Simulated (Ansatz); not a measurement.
Independent-particle absorption of SiO₂ (Im-3m, a = 9.853 Å, b = 9.853 Å, c = 9.853 Å, α = 90.00°, β = 90.00°, γ = 90.00°), no local fields or excitons, 0.1 eV broadening. The calculation used DFT LDA, scalar-relativistic, plane waves, PAW in Ansatz.

Settings: cutoff 420 eV, Γ-centred mesh 4×4×4 on the computed 24-atom cell, Gaussian smearing of 0.02 eV; no spin polarisation. The spectrum is summed on a 6×6×6 mesh.

```yaml
crystal:
  lattice:
    - [-4.92665, 4.92665, 4.92665]
    - [4.92665, -4.92665, 4.92665]
    - [4.92665, 4.92665, -4.92665]
  atoms:
    - { symbol: Si, position: [0.31362, 0.31362, 0.31362] }
    - { symbol: Si, position: [0.00000, 0.31362, 0.00000] }
    - { symbol: Si, position: [0.00000, 0.00000, 0.31362] }
    - { symbol: Si, position: [0.31362, 0.00000, 0.00000] }
    - { symbol: Si, position: [0.00000, 0.00000, 0.68638] }
    - { symbol: Si, position: [0.68638, 0.00000, 0.00000] }
    - { symbol: Si, position: [0.00000, 0.68638, 0.00000] }
    - { symbol: Si, position: [0.68638, 0.68638, 0.68638] }
    - { symbol: O, position: [0.50000, 0.50000, 0.50000] }
    - { symbol: O, position: [0.00000, 0.50000, 0.00000] }
    - { symbol: O, position: [0.00000, 0.00000, 0.50000] }
    - { symbol: O, position: [0.50000, 0.00000, 0.00000] }
    - { symbol: O, position: [0.18900, 0.18900, 0.37800] }
    - { symbol: O, position: [0.18900, 0.37800, 0.18900] }
    - { symbol: O, position: [0.81100, 0.00000, 0.18900] }
    - { symbol: O, position: [0.00000, 0.81100, 0.18900] }
    - { symbol: O, position: [0.37800, 0.18900, 0.18900] }
    - { symbol: O, position: [0.18900, 0.81100, 0.00000] }
    - { symbol: O, position: [0.81100, 0.18900, 0.00000] }
    - { symbol: O, position: [0.18900, 0.00000, 0.81100] }
    - { symbol: O, position: [0.62200, 0.81100, 0.81100] }
    - { symbol: O, position: [0.81100, 0.62200, 0.81100] }
    - { symbol: O, position: [0.00000, 0.18900, 0.81100] }
    - { symbol: O, position: [0.81100, 0.81100, 0.62200] }
```

(photon energy (eV), ε2,zz): (0.0, 0.00), (0.4, 0.00), (0.8, 0.00), (1.2, 0.00), (1.6, 0.00), (2.0, 0.00), (2.4, 0.00), (2.8, 0.00), (3.2, 0.00), (3.6, 0.00), (4.0, 0.00), (4.4, 0.00), (4.8, 0.00), (5.2, 0.00), (5.6, 0.00), (6.0, 0.00), (6.4, 0.00), (6.8, 0.00), (7.2, 0.03), (7.6, 0.20), (8.0, 0.78), (8.4, 0.80), (8.8, 0.73), (9.2, 2.22), (9.6, 2.03), (10.0, 1.82), (10.4, 1.76), (10.8, 1.81), (11.2, 1.54), (11.6, 1.75), (12.0, 1.40), (12.4, 1.32), (12.8, 1.59), (13.2, 1.36), (13.6, 1.26), (14.0, 1.59)

The strongest peak lies near 9.2 eV. ε∞ (xx, yy, zz) = 2.0, 2.0, 2.0.

This form isn't the usual stable structure of the compound.

Cost: 1 run of about 11 core-minutes, on Oxide Virtual Turin-like Processor (Zen 5) (shared hosts).